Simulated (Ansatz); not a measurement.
The start is a relaxed TiO2 cell with every coordinate shifted by Gaussian noise of σ = 0.45 Å. A full variable-cell relaxation at zero pressure is run with r2SCAN (plane waves to 500 eV, PAW, scalar-relativistic; Ansatz, a program for electronic structure). First-step values are on the input's coarse k-mesh.

Ansatz input (later rounds restart from its end on a renewed k-mesh):
Ansatz 0.2 input:
```yaml
crystal:
  lattice:
    - [4.5975490639, 0, 0]
    - [0, 4.5975490639, 0]
    - [0, 0, 2.9541501276]
  atoms:
    - { symbol: Ti, position: [-0.097339755, 0.0260765168, 0.319857453] }
    - { symbol: Ti, position: [0.510003259, 0.5057291725, 0.5858408722] }
    - { symbol: O, position: [0.372301417, 0.2878838467, -0.1482900472] }
    - { symbol: O, position: [0.8918668704, 0.3670921562, 0.2093548619] }
    - { symbol: O, position: [0.2140670311, 0.735986897, 0.5941992826] }
    - { symbol: O, position: [0.6769854666, 0.7647090582, -0.3743930357] }
basis: { ecutwfc: 500, ecutrho_ratio: 4, xc_grid: 4, fft_grid_basis: typed }
kpoints: { mp_grid: { grid: [5, 5, 8] } }
hamiltonian:
  xc: r2scan
  dispersion: none
  pseudopotentials: { azcp: { folder: ./paw }, kind: paw }
scf: { occupations: { method: fermi_dirac, width: 0.05 } }
relax: { f_tol: 0.01, max_steps: 100, cell: { stress_tol: 0.02 } }
output: { forces: true, stress: true }
```

How much energy is released per atom?

About 2.3 eV/atom.

How does the volume per atom move from start to end?

+22.5 %, from 10.41 to 12.75 Å³/atom.

Is the parent structure recovered?

It does not go back: it is caught in Cm (No. 8), 125 meV/atom above the parent.

How do the shortest distances between atoms change?

The closest pairs of elements (up to four, under 3.6 Å), start → end: O–Ti 1.42 → 1.77 Å; O–O 2.13 → 2.48 Å; Ti–Ti 2.95 → 3.11 Å.

What band gap does the relaxed structure have at this level?

3.31 eV, indirect (valence top at k = (0.0909, 0.0909, -0.1429), conduction bottom at 17 % of the way from M2 to D) (no spin-orbit coupling).

Give the final cell and atomic positions.


Space group Cm (No. 8); a = 10.4058 Å, b = 3.1089 Å, c = 4.8792 Å, α = γ = 90.00°, β = 104.30°

```csv
atom,site,symmetry,x,y,z
Ti,2a,m,0.3416,0.5000,0.9883
Ti,2a,m,0.0135,0.5000,0.5165
O,2a,m,0.0260,0.0000,0.3209
O,2a,m,0.1834,0.5000,0.7475
O,2a,m,0.3247,0.0000,0.2048
O,2a,m,0.4232,0.0000,0.7898
```
(The calculation used a cell of 6 atoms; values per cell refer to that cell.)

Final values are on a 11×11×7 k-mesh of the relaxed cell. The start holds a very short contact (O–Ti 1.42 Å). No spin polarisation in the result.

The relaxed structure here is a generated cell of TiO2: the first start was made by placing the elements on the sites of a structure type, and the end was not matched to a known phase here, so it may be hypothetical. Known forms of TiO2 include space group No. 61, 136, 141.
